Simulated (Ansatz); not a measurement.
MgO:
Space group Pm-3m (No. 221); a = b = c = 2.623 Å, α = β = γ = 90.00°

```tsv
atom	site	symmetry	x	y	z
Mg	1a	m-3m	0.0000	0.0000	0.0000
O	1b	m-3m	0.5000	0.5000	0.5000
```

This is the r²SCAN-relaxed structure.

Task: All from r²SCAN in the plane-wave PAW code Ansatz, unless another level is named. Give the bulk modulus (Birch–Murnaghan fit).

Result: 158 GPa.

Task: And the elastic constants (relaxed ions, GPa)?

Result: C11 = 624, C12 = -74.8, C44 = -61.7.

This is a known high-pressure phase of the composition, computed here at zero pressure and temperature. The cell was relaxed with r²SCAN under the symmetry of its start. At this level the phase is mechanically unstable.

Potentials: the later of the program's two PAW sets.
